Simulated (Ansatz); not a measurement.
Phonons of Be (hcp, Mg type) at Γ, M = (0.5, 0.0, 0.0), A = (0.0, 0.0, 0.5), L = (0.5, 0.0, 0.5).

Be (hcp, Mg type)

```yaml
crystal:
  lattice:
    - [2.26449, 0.00000, 0.00000]
    - [-1.13225, 1.96111, 0.00000]
    - [0.00000, 0.00000, 3.56090]
  atoms:
    - { symbol: Be, position: [0.33333, 0.66667, 0.75000] }
    - { symbol: Be, position: [0.66667, 0.33333, 0.25000] }
```

Computed with PBE (plane waves to 420 eV, PAW, scalar-relativistic; Ansatz, a quantum-chemistry and plane-wave program). DFPT wavenumbers on a 24×24×14 k mesh, in cm⁻¹ and rounded to 5; i marks imaginary ones, q is in fractions of the reciprocal vectors of the cell shown, and the three acoustic modes at Γ are left out. Be was relaxed with its symmetry unable to fall. The PAW data are Ansatz's earlier set.

| q | wavenumbers (cm⁻¹) |
|---|---|
| Γ | 460 (×2), 695 |
| M = (0.5, 0.0, 0.0) | 405, 425, 575, 580, 595, 605 |
| A = (0.0, 0.0, 0.5) | 360 (×4), 500 (×2) |
| L = (0.5, 0.0, 0.5) | 490 (×2), 515 (×2), 650 (×2) |

The structure shows no imaginary mode at these points (lowest 360 cm⁻¹ at A = (0.0, 0.0, 0.5)); other wave vectors were not tested.

Highest mode: 695 cm⁻¹ at Γ.
